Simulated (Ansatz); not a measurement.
VSi2 in space group I4/mcm (No. 140; Si on 8h, V on 4a), PBE (plane waves, PAW; program Ansatz), all energies at zero smearing, with the estimated change up to a 700 eV cutoff added, with one set of potentials and settings (totals compare only within such a set). Cell of 6 atoms (4 Si, 2 V): -8368.825 eV.

```
element             reference phase  E (eV/atom)
-------  --------------------------  -----------
Si       Fd-3m, 2 atoms in the cell    -635.8096
V        Im-3m, 1 atoms in the cell   -2912.4140
```

Formation energy per atom, worked out: (-8368.825 − 4×(-635.8096) − 2×(-2912.4140))/6 = -0.126 eV/atom (-12 kJ per mol of atoms), at 0 K, without zero-point energy or fitted corrections.

The cell is a constructed one: a structure type filled with these elements; neither database checked (COD, Materials Project) lists it. COD files the formula under space group No. 181, so this cell is another polymorph or a model. Its standing as an ambient phase is unchecked. Symmetry was held in the PBE relaxation; its stability against distortions is not shown here. The workflow began spin-polarised and lost its moments. The references are the lowest solids computed at this level, not always the standard phases.

Potentials: the later of the program's two PAW sets.
